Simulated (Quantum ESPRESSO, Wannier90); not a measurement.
**Wannier functions of IrO2 (rutile)**

```xyz
6
Lattice="4.5053 0.0000 0.0000 0.0000 4.5053 0.0000 0.0000 0.0000 3.1767" Properties=species:S:1:pos:R:3 pbc="T T T"
Ir     2.2527     2.2527     1.5884
Ir     0.0000     0.0000     0.0000
O     -1.3906    -1.3906     0.0000
O      1.3906     1.3906     0.0000
O     -0.8620     0.8620     1.5884
O      0.8620    -0.8620     1.5884
```

Cell from Materials Project (mp-2723), symmetrised, no further relaxation. COD (Crystallography Open Database) has an entry of this formula and space group (matched by these alone). Level: PBEsol, no spin polarisation, no spin-orbit coupling; pw.x of Quantum ESPRESSO at 68 Ry with PseudoDojo potentials, 6×6×8 k-points, Wannier90. Density: 8×8×10 mesh, cold smearing 0.01 Ry. Spin-orbit coupling is left out although heavy elements are present.

The plane-wave run has 50 bands and 58 electrons a cell. On the energy scale of pw.x, whose zero is arbitrary, the Fermi level lies at 14.23 eV.

Isolated groups of bands, relative to the Fermi level (bands from 13 on overlap up to the last one computed):

| bands | from (eV) | to (eV) | filling | weight on atomic waves |
|---|---|---|---|---|
| 1–2 | -93.55 | -93.55 | filled | Ir 5s 98 % |
| 3–8 | -50.44 | -50.15 | filled | Ir 5p 99 % |
| 9–12 | -21.11 | -18.79 | filled | O 2s 84 %, Ir 5d 8 %, Ir 6s 6 % |

Input w.win, without the blocks of cell, atoms and k-points (288 lines):

```
num_bands = 50
num_wann = 22
num_iter = 1000
conv_tol = 1.0e-6
conv_window = 4
dis_num_iter = 1000
dis_conv_tol = 1.0e-6
dis_froz_max = 15.73
write_hr = true
write_u_matrices = true
begin projections
f=0.49236,0.50042,0.48860: d
f=-0.00663,0.00293,-0.01192: d
f=-0.31378,-0.31532,-0.01028: p
f=0.30062,0.30203,-0.00540: p
f=-0.19118,0.18310,0.48946: p
f=0.19160,-0.18030,0.49837: p
end projections
mp_grid = 6 6 8
```

Task: Check the input against the numbers above: what is wrong, and how is it mended?

Result: wannier90.x stops with:
```
dis_windows: More states in the frozen window than target WFs
```
At some k-point more bands lie below dis_froz_max than there are Wannier functions, and every frozen state has to fit into the subspace. Here the deep bands below band 13 or between the kept ones were not excluded and fill the window; only bands 13-50 belong to the model. Mended as below, all else unchanged, the run goes through (Ω_I = 17.7 Å²) and follows the plane-wave bands to 0.3 meV rms (states up to 1.0 eV relative to the Fermi level).
```
num_bands = 38
exclude_bands = 1-12
```
